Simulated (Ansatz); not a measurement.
**Be4Se: rattling a relaxed structure**

The structure comes from a generated guess, relaxed at this level; another structure or a mixture of phases may lie lower.

The calculation used DFT PBE, scalar-relativistic, plane waves, PAW in Ansatz 0.2.0. Plane waves to 420 eV, a k mesh through Γ of 8×8×8 on the computed 5-atom cell and Gaussian smearing (0.01 eV); no spin polarisation.

The cell below (5 atoms, space group P-4m2 (No. 115)) is relaxed within its symmetry.

```
Be Se
1.0
     4.23488    0.00000    0.00000
     0.00000    4.23488    0.00000
     0.00000    0.00000    5.35136
Be Se
4 1
Direct
  0.25276 0.00000 0.85113
  0.74724 0.00000 0.85113
  0.00000 0.74724 0.14887
  0.00000 0.25276 0.14887
  0.00000 0.00000 0.50000
```

For the test a repeat of it with 10 atoms (edges 4.23, 4.23, 10.70 Å) was strained at random (σ = 1.5 % a component), the atoms were moved at random (σ = 0.15 Å), and all was relaxed again on a coarse 6×6×2 mesh (in the run’s order of axes) with 0.20 eV smearing, with no symmetry imposed.

**Question.** Is the structure stable against such a distortion?

**Answer.** It doesn't return. The energy falls by 312 meV/atom on that mesh, the volume changes by -31.1 %, and the end has space group I-4m2 (No. 119) at a loose tolerance. Relaxed again on a 10×10×4 mesh with 0.10 eV smearing, the new structure lies 306 meV/atom below the first (mesh in the axes of the run's cell; the cell below is made exact in the group named). Space group C222_1 (No. 20), orthorhombic, a = 5.230 Å, b = 5.251 Å, c = 9.630 Å. Be on its first site has 5 Be at 2.04–2.14 Å and 2 Se at 2.32 Å; around Be on its second site lie 4 Be at 2.09–2.14 Å, 1 Se at 2.36 Å and 4 Be at 2.58–2.67 Å; Se is surrounded by 6 Be at 2.32–2.36 Å.

```yaml
crystal:
  lattice:
    - [2.61480, -2.62553, 0.00000]
    - [2.61480, 2.62553, 0.00000]
    - [0.00000, 0.00000, 9.62982]
  atoms:
    - { symbol: Be, position: [0.25072, 0.25024, 0.39431] }
    - { symbol: Be, position: [0.74928, 0.74976, 0.89431] }
    - { symbol: Be, position: [0.74993, 0.25808, 0.49521] }
    - { symbol: Be, position: [0.25007, 0.74192, 0.99521] }
    - { symbol: Be, position: [0.74976, 0.74928, 0.10569] }
    - { symbol: Be, position: [0.25024, 0.25072, 0.60569] }
    - { symbol: Be, position: [0.74192, 0.25007, 0.00479] }
    - { symbol: Be, position: [0.25808, 0.74993, 0.50479] }
    - { symbol: Se, position: [0.75076, 0.24924, 0.25000] }
    - { symbol: Se, position: [0.24924, 0.75076, 0.75000] }
```
